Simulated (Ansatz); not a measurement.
The cell below belongs to a search over invented structures; it isn't taken from experiment.

Input and command of a plane-wave DFT calculation in Ansatz:

```yaml
crystal:
  lattice:
    - [6.18658753, 0.0, 0.0]
    - [-3.09329376, 5.35774196, 0.0]
    - [0.0, 0.0, 4.83479204]
  atoms:
    - { symbol: Hf, position: [0.36910121, 0.0, 0.5] }
    - { symbol: Hf, position: [0.0, 0.36910121, 0.5] }
    - { symbol: Hf, position: [0.63089879, 0.63089879, 0.5] }
    - { symbol: Hf, position: [0.0, 0.0, 0.5] }
    - { symbol: Cl, position: [0.33333333, 0.66666667, 0.0] }
    - { symbol: Cl, position: [0.66666667, 0.33333333, 0.0] }
    - { symbol: Cl, position: [0.0, 0.0, 0.0] }
basis:
  ecutwfc: 420
kpoints:
  mp_grid: { grid: [3, 3, 4] }
hamiltonian:
  xc: pbe
scf:
  occupations: { method: gaussian, width: 0.2 }
  lower_state_search: "off"
output:
  forces: true
  stress: true
  eigenvalues: true
relax:
  adjacent_minimum: "off"
  f_tol: 0.08
  max_steps: 16
  cell: { stress_tol: 0.8 }
```

```bash
ansatz run input.yaml --threads 1 --pin off --max-ram 2560MiB --backend cpu --events-out ev --progress --plain --runs-dir out
```

Processor: Intel(R) Xeon(R) Processor @ 2.70GHz, 1 thread, on a host shared with other jobs.

Task: How long does it run, and how much memory does it take?

Result: About 70 s, peak memory 0.48 GiB. It solves 75 bands at 9 k points (after reduction by symmetry) with about 2915 plane waves (on the last cell), in 58 SCF iterations over 7 ionic steps.
